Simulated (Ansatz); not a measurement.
BaTiO₃ (cubic perovskite)

```
BaTiO3
1.0
    3.99442     0.00000     0.00000
    0.00000     3.99442     0.00000
    0.00000     0.00000     3.99442
Ba Ti O
1 1 3
Direct
  0.00000   0.00000   0.00000
  0.50000   0.50000   0.50000
  0.00000   0.50000   0.50000
  0.50000   0.50000   0.00000
  0.50000   0.00000   0.50000
```

Scan: atom 3 (O, nearest neighbour Ti at 1.997 Å; its periodic images, 4.0 Å or more away, move with it) is displaced towards the nearest neighbour, direction (-1.000, 0.000, 0.000) in Cartesian axes, by s. The other atoms stay.

Calculation: r2SCAN (plane waves to 500 eV, PAW, scalar-relativistic; Ansatz, a first-principles code). k mesh 7×7×7 (Γ-centred), Fermi-Dirac smearing 0.05 eV. Energies are smeared free energies. Left out: 4 of 11 points, with atoms too close for the PAW data. BaTiO3 is run without spin polarisation. BaTiO3 was relaxed with its symmetry unable to fall. The PAW data are Ansatz's earlier set. This is a high-temperature form of BaTiO3. ΔE is measured from the undisplaced structure.

```tsv
s (Å)	ΔE (meV/cell)
-0.240	215.9
-0.160	78.3
-0.080	16.9
0.000	0.0
0.080	16.9
0.160	78.3
0.240	215.9
```

### Question
What force constant k = d²E/ds² at s = 0 does the table give?

### Answer
5.0 eV/Å². It is the second difference of the nearest points, corrected with the next pair.

### Question
With k = 4.99 eV/Å² from the forces, is the well harmonic out to s = 0.240 Å?

### Answer
½ks² = 143.8 meV/cell against the computed 215.9 meV/cell, so the well is stiffer than harmonic there.

(A displaced cell: forces are minus the slopes of the energy, force constants its curvatures, and phonons follow from these.)
